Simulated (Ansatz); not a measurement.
CuAu:
```yaml
crystal:
  lattice:
    - [2.87734, 0.00000, 0.00000]
    - [0.00000, 2.87734, 0.00000]
    - [0.00000, 0.00000, 3.62296]
  atoms:
    - { symbol: Cu, position: [0.50000, 0.50000, 0.50000] }
    - { symbol: Au, position: [0.00000, 0.00000, 0.00000] }
```

Relaxed with PBE. Special points in fractions of this cell's reciprocal vectors: Γ (0.000, 0.000, 0.000); X (0.000, 0.500, 0.000); M (0.500, 0.500, 0.000); Z (0.000, 0.000, 0.500); R (0.000, 0.500, 0.500); A (0.500, 0.500, 0.500).

### Question
List the band energies nearest the Fermi level at these points for plane-wave PAW PBE with spin–orbit coupling (Ansatz code).

### Answer
In eV from the Fermi level; about four levels below and three above (degenerate sets whole), none deeper than 8.9 eV; points with the same levels are listed once.

```tsv
k	below	above
Γ	-1.56 -1.56 -1.18 -1.18	2.56 2.56 8.47 8.47
X	-0.95 -0.95 -0.31 -0.31	9.22 9.22 10.07 10.07
M	-1.21 -1.21 -1.11 -1.11	0.01 0.01 0.79 0.79
Z	-2.10 -2.10 -1.94 -1.94	13.13 13.13 13.92 13.92
R	-1.34 -1.34 -0.64 -0.64	2.50 2.50 4.35 4.35
A	-1.72 -1.72 -1.64 -1.64	4.46 4.46 5.01 5.01
```

Space group P4/mmm (L1₀ or tetragonal B2). The cell was relaxed with PBE under the symmetry of its start. The run is not spin-polarised.

Potentials: the earlier of the program's two PAW sets.
